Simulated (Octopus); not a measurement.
## PbSe (Fm-3m, No. 225): Octopus summary

PbSe (Fm-3m, No. 225):
```
PbSe
1.0
    0.00000     3.09083     3.09083
    3.09083     0.00000     3.09083
    3.09083     3.09083     0.00000
Pb Se
1 1
Direct
  0.00000   0.00000   0.00000
  0.50000   0.50000   0.50000
```
The cell is a database entry, not relaxed again.

Computed with Octopus (real-space grid): LDA, grid spacing about 0.22 Å, Γ-centred 6×6×6 k-mesh, Fermi-Dirac smearing of 0.03 eV, no spin polarisation, valence-only HGH without core correction for Pb Se. Spin-orbit coupling is left out.

Problem. What band gap does LDA give on the standard high-symmetry path?

Solution. 0.27 eV, direct at L. A grid finer by a fifth moves the gap between mesh points by under 0.01 eV.
